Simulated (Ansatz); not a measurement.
## Rb$_{2}$H$_{4}$Pd: pressure and gap against volume

A database entry relaxed whole under r2SCAN (P4_2/mnm):

```
Rb H Pd
1.0
     5.86787    0.00000    0.00000
     0.00000    5.86787    0.00000
     0.00000    0.00000    8.55759
Rb H Pd
4 8 2
Direct
  0.00000 0.50000 0.25000
  0.00000 0.50000 0.75000
  0.50000 0.00000 0.25000
  0.50000 0.00000 0.75000
  0.19872 0.19872 0.00000
  0.30128 0.69872 0.50000
  0.80128 0.80128 0.00000
  0.69872 0.30128 0.50000
  0.00000 0.00000 0.19253
  0.50000 0.50000 0.69253
  0.50000 0.50000 0.30747
  0.00000 0.00000 0.80747
  0.00000 0.00000 0.00000
  0.50000 0.50000 0.50000
```

The cell was scaled uniformly, its shape held, and the atoms relaxed at each volume with plane-wave PAW DFT (Ansatz 0.2.0; r2SCAN, 500 eV, 6×6×4 Γ-centred mesh, fermi-dirac occupations of width 0.020 eV; no spin, no spin-orbit coupling). One row is withheld.

```csv
volume (Å³/atom),energy over the lowest (meV/atom),pressure (GPa),gap over mesh and path (eV)
19.784,3.9,1.04,3.301
20.205,?,?,?
20.626,0.4,0.30,3.300
21.047,0.0,0.00,3.300
21.468,0.3,-0.27,3.299
21.889,1.4,-0.51,3.297
22.310,3.0,-0.73,3.295
```

Task: Fit the pressures of the other rows to the third-order Birch-Murnaghan form.

Result: With f = [(V₀/V)^(2/3) − 1]/2 and P = 3B₀f(1 + 2f)^(5/2)[1 + 3(B₀′ − 4)f/2], least squares gives V₀ = 21.05 Å³ an atom, B₀ = 14.4 GPa and B₀′ = 4.7; the rows miss the fit by less than 0.01 GPa. The slope of the energies differs from these pressures by less than 0.05 GPa.

Task: How does the gap move with volume?

Result: A parabola in ln(V/V₀) through the other rows has the slope dE_g/d ln V = -0.0 eV at V₀, so by B₀ the gap moves by +3 meV a GPa at this fixed shape: it hardly moves.

Task: What does the withheld row hold?

Result: The fit gives 0.65 GPa at 20.205 Å³; the run gave 0.64 GPa and 1.7 meV an atom. Its gap is 3.300 eV, against 3.301 eV from the parabola.

Caveats: the shape of the cell was held, so B₀ is an upper bound where the axes differ in stiffness; 0 K, fixed nuclei; the symmetry was kept, and this need not be the phase that is stable at 0 K; one mesh for all volumes; r2SCAN gaps lie as a rule under measured ones; the slope of the gap can be off by tens of per cent, more where shallow d levels or spin-orbit coupling act on the edges; pressure is positive in compression.
